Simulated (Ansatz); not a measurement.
Ti2AlC:
Space group P6₃/mmc (No. 194); a = b = 3.0551 Å, c = 13.7111 Å, α = β = 90.00°, γ = 120.00°

```json
[
 {"atom": "Ti", "site": "4f", "symmetry": "3m.", "x": "0.3333", "y": "0.6667", "z": "0.0835"},
 {"atom": "Al", "site": "2d", "symmetry": "-6m2", "x": "0.6667", "y": "0.3333", "z": "0.2500"},
 {"atom": "C", "site": "2a", "symmetry": "-3m.", "x": "0.0000", "y": "0.0000", "z": "0.0000"}
]
```

Relaxed at zero pressure with DFT-r²SCAN in the program Ansatz with PAW potentials.

Q: The volume is lowered by 6 % and shape and atoms relax at that volume. What pressure results, and how do the axes share the change?

A: 10.3 GPa; a -2.0 %, b -2.0 %, c -2.2 %; the energy rises by 25 meV/atom.

Q: Give the new structure.

A: 
Space group P6₃/mmc (No. 194); a = b = 2.995 Å, c = 13.410 Å, α = β = 90.00°, γ = 120.00°

```csv
atom,site,symmetry,x,y,z
Ti,4f,3m.,0.3333,0.6667,0.0854
Al,2d,-6m2,0.6667,0.3333,0.2500
C,2a,-3m.,0.0000,0.0000,0.0000
```

The phase is kept; no other phase was compared at this pressure.

Space group P6_3/mmc. The workflow started from a Materials Project entry (that database holds measured and hypothetical structures alike); the Crystallography Open Database copy checked does not list it. Whether it is the stable phase at ambient conditions was not checked. The cell was relaxed with r²SCAN under the symmetry of its start; of distortions, only those at the zone centre were tested. No spin polarisation was allowed.

Potentials: the later of the program's two PAW sets.
